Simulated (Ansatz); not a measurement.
# Ca₃P₂O₈: ¹⁷O NMR of the central transition

Cell: a structure deposited in the COD.

```cif
data_Ca3P2O8
_symmetry_space_group_name_H-M 'R-3m:H'
_symmetry_Int_Tables_number 166
_cell_length_a 5.2522
_cell_length_b 5.2522
_cell_length_c 18.6900
_cell_angle_alpha 90.000
_cell_angle_beta 90.000
_cell_angle_gamma 120.000
loop_
_atom_site_label
_atom_site_type_symbol
_atom_site_symmetry_multiplicity
_atom_site_Wyckoff_symbol
_atom_site_fract_x
_atom_site_fract_y
_atom_site_fract_z
Ca1 Ca 3 a 0.0000 0.0000 0.0000
Ca2 Ca 6 c 0.0000 0.0000 0.2036
P P 6 c 0.0000 0.0000 0.4051
O6 O 6 c 0.0000 0.0000 0.3237
O8 O 18 h 0.8404 0.6808 0.4328
```

One atom of each set is listed; the run and its k-mesh use a cell of 13 atoms with edges of 6.93, 6.93, 6.93 Å.

All values are calculated (Ansatz; DFT, PBE, plane waves and PAW (field gradients read without the response of the frozen cores, which leaves them typically 4 to 6 % off), scalar-relativistic, 420 eV cutoff, Γ-centred 5×5×5 k-points, Fermi–Dirac smearing 0.02 eV), not measured.

¹⁷O has I = 5/2 and Q = -25.58 mb (Pyykkö 2018); at 7.05 T its Larmor frequency is ν₀ = 40.7 MHz. Only the quadrupole interaction is simulated: positions count from each site's isotropic chemical shift, and J coupling is left out, as are shift anisotropy and dipolar coupling, which fast spinning averages.

Problem. Give C_Q, η, the quadrupolar product P_Q = |C_Q|(1 + η²/3)^½, the second-order isotropic shift and the breadth of the pattern (fast magic-angle spinning) for each O site.

Solution. 

```tsv
site	first shell	C_Q (MHz)	η	P_Q (MHz)	δ_QIS (ppm)	breadth (kHz)
O6	1 P at 1.52 Å, 1 Ca at 2.25 Å, angle 180°; also 3 Ca at 3.04 Å	-5.08	0.00	5.08	-93.5	8.16
O8	1 P at 1.54 Å; also 4 Ca at 2.44–2.69 Å	-4.80	0.31	4.88	-86.2	8.06
```

δ_QIS = −(ν_Q²/30ν₀²)[I(I+1) − 3/4](1 + η²/3) × 10⁶ ppm with ν_Q = 3|C_Q|/[2I(2I−1)]; it falls as 1/B₀² in ppm, and the breadth as 1/B₀ in kHz.

An axis of threefold or higher order runs through O6, so V_zz lies along it and η is zero. At O8 V_zz points along its bond to P (within 2°).

The calculated pressure of 6 GPa (PBE) comes partly from the unrelaxed atoms: it is 3.1 GPa once they are relaxed in the same cell. The largest force is 0.8 eV/Å, so the atoms aren't at the calculated equilibrium and relaxing them would move these values.

Hardware: 1 thread of AMD EPYC 9R14 (Zen 4) (x86_64; 16 cores open to the job, memory cap 3.0 GiB, no GPU), a shared host with a load of 0.3 a core. Wall time 6.6 s, CPU time 6.5 s, peak memory 0.52 GiB.
